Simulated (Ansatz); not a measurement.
Here is the system:

Fe₃Ni:
```cif
data_Fe3Ni
_chemical_formula_sum 'Fe3 Ni1'
_space_group_name_H-M_alt 'P 1'
_space_group_IT_number 1
_cell_length_a 3.59900
_cell_length_b 3.59900
_cell_length_c 3.59900
_cell_angle_alpha 90.000
_cell_angle_beta 90.000
_cell_angle_gamma 90.000
loop_
_space_group_symop_operation_xyz
  'x, y, z'
loop_
_atom_site_label
_atom_site_type_symbol
_atom_site_fract_x
_atom_site_fract_y
_atom_site_fract_z
_atom_site_occupancy
Fe1 Fe 0.00000 0.50000 0.50000 1
Fe2 Fe 0.50000 0.00000 0.50000 1
Fe3 Fe 0.50000 0.50000 0.00000 1
Ni1 Ni 0.00000 0.00000 0.00000 1
```
The run is spin-polarised; directions of the spins, atom by atom: ↑ ↑ ↑ ↑.

This is the r²SCAN-relaxed structure.

Q: All from DFT-r²SCAN in the program Ansatz with PAW potentials, unless another level is named. Give the formation energy from the elements (no fitted shifts).

A: 19 meV/atom.

Q: Next, the density of states at the Fermi level?

A: 0.97 states/eV per atom (mean over ±0.08 eV).

Space group Pm-3m (Cu3Au type). The first step of the workflow began from a Materials Project structure, measured or hypothetical; the Crystallography Open Database copy checked does not list it. Whether it is the stable phase at ambient conditions was not checked. Symmetry was held in the r²SCAN relaxation; whether a distortion lowers the energy is not shown. Magnetic state: ferromagnetic, chosen from 5 collinear starts compared on coarse meshes (ties went to the first, and starts can fall back to one state), not a proven ground state. Other orbital occupations within this spin state were not tried. The references are the lowest solids computed at this level, not always the standard phases.

Potentials: the later of the program's two PAW sets.
